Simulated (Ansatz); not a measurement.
Relaxation of a relaxed Bi cell displaced along its unstable phonon at q = (½, ½, ½) of its primitive reciprocal cell (130i cm⁻¹), largest move 0.15 Å; 2 atoms in the cell, which starts as I4/mmm (No. 139), tI4; a = 4.6013 Å, b = 4.6013 Å, c = 6.5072 Å, α = 90.00°, β = 90.00°, γ = 90.00°. Method: r2SCAN (plane waves to 500 eV, PAW, scalar-relativistic; Ansatz, a program for electronic structure). Γ-centred k-mesh 10×10×10 on the run's cell (coarser than for final values), Fermi–Dirac smearing 0.05 eV. This is the first round of the run. 

The optimiser's lines from the output (shortened; P is positive under compression):

```
relax step   1: F+E_penalty+E_count = -24826.59535553 eV  Δ(F+E_penalty+E_count) = +0.000e0 eV  max|allowed force component| = 1.453e-1 eV/Å  Δτ_max = 0.0000 Å  P = +1.397 GPa  Ω = 68.885 Å³  (6 SCF iters, dr2 threshold 1.00e-7 eV, accepted)
relax step   2: F+E_penalty+E_count = -24826.61768656 eV  Δ(F+E_penalty+E_count) = -2.233e-2 eV  max|allowed force component| = 2.721e-1 eV/Å  Δτ_max = 0.0063 Å  P = -0.647 GPa  Ω = 71.808 Å³  (5 SCF iters, dr2 threshold 2.00e-7 eV, accepted)
relax step   3: F+E_penalty+E_count = -24826.62638069 eV  Δ(F+E_penalty+E_count) = -8.694e-3 eV  max|allowed force component| = 1.052e-1 eV/Å  Δτ_max = 0.0191 Å  P = -0.057 GPa  Ω = 71.341 Å³  (7 SCF iters, dr2 threshold 2.00e-7 eV, accepted)
relax step   4: F+E_penalty+E_count = -24826.62861801 eV  Δ(F+E_penalty+E_count) = -2.237e-3 eV  max|allowed force component| = 5.828e-3 eV/Å  Δτ_max = 0.0204 Å  P = -0.055 GPa  Ω = 71.867 Å³  (7 SCF iters, dr2 threshold 2.00e-7 eV, accepted)
relax step   5: F+E_penalty+E_count = -24826.62864960 eV  Δ(F+E_penalty+E_count) = -3.159e-5 eV  max|allowed force component| = 6.187e-3 eV/Å  Δτ_max = 0.0012 Å  P = +0.144 GPa  Ω = 71.606 Å³  (4 SCF iters, dr2 threshold 4.13e-8 eV, accepted)
relax step   6: F+E_penalty+E_count = -24826.62879296 eV  Δ(F+E_penalty+E_count) = -1.434e-4 eV  max|allowed force component| = 2.781e-3 eV/Å  Δτ_max = 0.0034 Å  P = +0.003 GPa  Ω = 71.909 Å³  (5 SCF iters, dr2 threshold 6.39e-8 eV, accepted)
relax step   7: F+E_penalty+E_count = -24826.62900085 eV  Δ(F+E_penalty+E_count) = -2.079e-4 eV  max|allowed force component| = 2.856e-3 eV/Å  Δτ_max = 0.0000 Å  P = +0.006 GPa  Ω = 71.909 Å³  stress off target by 5.93e-3 GPa  SCF on the basis re-selected at this cell (its energy is not comparable with the rows above)  (5 SCF iters)
```

From the first to the last row the energy changes by -0.02 eV/atom and the volume by +4.4 %. The last row is marked as not comparable with the walk above it, whose basis was carried along; it does compare with step 1, since both stand on a basis selected at the nominal cutoff for their own cell.

Later rounds, restarted from the end of this one on a renewed k-mesh, logged 4 more steps and released under 0.01 eV/atom more. The final structure after all rounds: I4/mmm (No. 139), tI4; a = b = 4.583 Å, c = 6.869 Å, α = β = γ = 90.00°. Between re-selections the logged energies stand on a plane-wave basis carried along with the cell. No spin polarisation in the result.

The run could not lose the symmetry of its start: the end is stationary, and may be a saddle point rather than a minimum.

The relaxed structure here is a generated cell of Bi: the first start was made by placing the elements on the sites of a structure type, and the end was not matched to a known phase here, so it may be hypothetical. Known forms of Bi include space group No. 166.
